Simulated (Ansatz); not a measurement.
CdPd (L1₀ or tetragonal B2, P4/mmm), plane-wave PAW PBE (Ansatz code), all energies at zero smearing, with the estimated change up to a 700 eV cutoff added, with one set of potentials and settings (totals compare only within such a set). Cell of 2 atoms (1 Cd, 1 Pd): -15228.141 eV.

```
element                reference phase  E (eV/atom)
-------  -----------------------------  -----------
Cd       P6_3/mmc, 2 atoms in the cell   -8254.4547
Pd          Fm-3m, 1 atoms in the cell   -6972.8544
```

Formation energy per atom, worked out: (-15228.141 − 1×(-8254.4547) − 1×(-6972.8544))/2 = -0.416 eV/atom (-40 kJ per mol of atoms), at 0 K, without zero-point energy or fitted corrections.

The workflow started from an entry of the Crystallography Open Database (COD). Whether it is the stable phase at ambient conditions was not checked. The cell was relaxed with PBE under the symmetry of its start; its stability against distortions is not shown here. The run is not spin-polarised. The references are the lowest solids computed at this level, not always the standard phases.

Potentials: the later of the program's two PAW sets.
